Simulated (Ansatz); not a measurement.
MnF2 (rutile, P4_2/mnm), PBE in the plane-wave PAW code Ansatz. The conduction-band minimum lies at Γ, with 1 equivalent valley. Second derivatives d²E/dk² of the lowest band at one valley (eV·Å²), along Cartesian directions:

| direction | d²E/dk² |
|---|---|
| [100] | 13.59 |
| [010] | 14.65 |
| [001] | 14.90 |
| [110] | 14.12 |
| [101] | 14.25 |
| [011] | 14.77 |

Q: Find the principal effective masses, the density-of-states mass and the conductivity mass.

A: Off-diagonal terms follow from H_xy = H[110] − (H_xx + H_yy)/2, and m*/mₑ = 7.620 eV·Å² over each eigenvalue: 0.51, 0.52, 0.56. One valley's DOS mass (m₁m₂m₃)^(1/3) = 0.53, conductivity mass 3/(Σ 1/mᵢ) = 0.53 mₑ.

Q: What effective density of states Nc follows at 300 K for parabolic valleys?

A: Nc = 2.509e19 × 1 × (0.53)^(3/2) ≈ 9.7e18 cm⁻³.

The PBE relaxation kept the symmetry of its start, as lowered by the spin order. Spin order of the final state: antiferromagnetic, chosen from 5 collinear starts compared on coarse meshes (ties went to the first, and starts can fall back to one state), not a proven ground state. No Hubbard U is applied. Point labels and valley counts follow the cell and symmetry of the run, lower than the named group.

Potentials: the later of the program's two PAW sets.

Edges and masses are those of Kohn–Sham bands, whose gap is no quasiparticle gap.
